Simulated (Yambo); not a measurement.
# Convergence of the G0W0 gap of BeS

G0W0@PBEsol for BeS (zinc blende, space group F-43m, No. 216) in Yambo. Reference settings: 6×6×6 Γ-centred k mesh, bands 2 to 62 and a 10 Ry block in the screening, 62 bands in G with the Bruneval-Gonze terminator, plasmon pole fitted at 27.2 eV. The PBEsol gap Γ → X on this mesh is 2.92 eV; G0W0 gaps are taken between the same points.

| change from the reference | G0W0 gap Γ → X (eV) | shift of the valence edge (eV) | rough Yambo cost |
|---|---|---|---|
| reference settings | 4.56 | -1.19 | 1 |
| 12 bands in W, 12 bands in G | 4.65 | -0.61 | about 1/5 |
| exchange cut at 10 Ry | 4.56 | -1.15 | – |
| 12 bands in W, 12 bands in G, 6 Ry block | 4.62 | -0.58 | about 1/8 |
| 12 bands in W, 12 bands in G, 8 Ry block | 4.63 | -0.59 | about 1/7 |
| 22 bands in W, 22 bands in G, 4 Ry block | 4.43 | -0.81 | about 1/3 |
| 22 bands in W, 22 bands in G, 8 Ry block | 4.51 | -0.89 | about 1/3 |
| 4 Ry block | 4.38 | -0.99 | about 1/2 |
| 45 bands in W, 45 bands in G, 2 Ry block | 4.22 | -0.78 | about 1/2 |
| 45 bands in W, 45 bands in G, 6 Ry block | 4.46 | -1.03 | within a factor of two |
| 8 Ry block | 4.50 | -1.12 | within a factor of two |
| 22 bands in W, 22 bands in G, 4 Ry block, no terminator | 4.37 | -0.56 | about 1/10 |
| 33 bands in W, 33 bands in G, 4 Ry block, no terminator | 4.35 | -0.75 | about 1/7 |
| 4 Ry block, no terminator | 4.36 | -0.93 | within a factor of two |
| no terminator | 4.51 | -1.08 | within a factor of two |

The reference isn't shown to be the converged limit. Costs are rough (shared machines), scaled to the same edge states, and given only for runs that recompute the screening.

Geometry relaxed with PBEsol; primitive cell a = b = c = 3.4223 Å, α = β = γ = 60.00°.

A shift is the quasiparticle energy of the state minus its PBEsol energy.
